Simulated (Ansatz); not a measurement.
TaRe$_{3}$ in space group I4/mmm (No. 139; Re on 2b, Re on 4d, Ta on 2a) at seven volumes, the program Ansatz at the PBE level (PAW), shape and atoms relaxed at each. One row is withheld.

| V (Å³/atom) | P (GPa) |
|---|---|
| 14.379 | 35.41 |
| 14.853 | 21.72 |
| 15.327 | 10.01 |
| 15.801 | 0.00 |
| 16.275 | -8.56 |
| 16.749 | ? |
| 17.223 | -22.04 |

Question: Fit the shown pressures and predict the withheld one.

Answer: Third-order Birch–Murnaghan: P = (3/2)B₀(x^(7/2) − x^(5/2))[1 + (3/4)(B′ − 4)(x − 1)] with x = (V₀/V)^(2/3). Least squares on the six rows gives V₀ = 15.801 Å³/atom, B₀ = 307.3 GPa, B′ = 4.25. At V = 16.749, x = 0.9619 and P = -15.82 GPa. The run itself gave -15.85 GPa.

A made-up cell: these elements were put on the sites of a structure type; neither database checked (COD, Materials Project) lists it. Whether it is the stable phase at ambient conditions was not checked. The PBE relaxation kept the symmetry of its start; whether a distortion lowers the energy is not shown. The run is not spin-polarised. Scalar-relativistic: spin–orbit coupling is off unless named, which matters more the heavier the elements.

Potentials: the earlier of the program's two PAW sets.
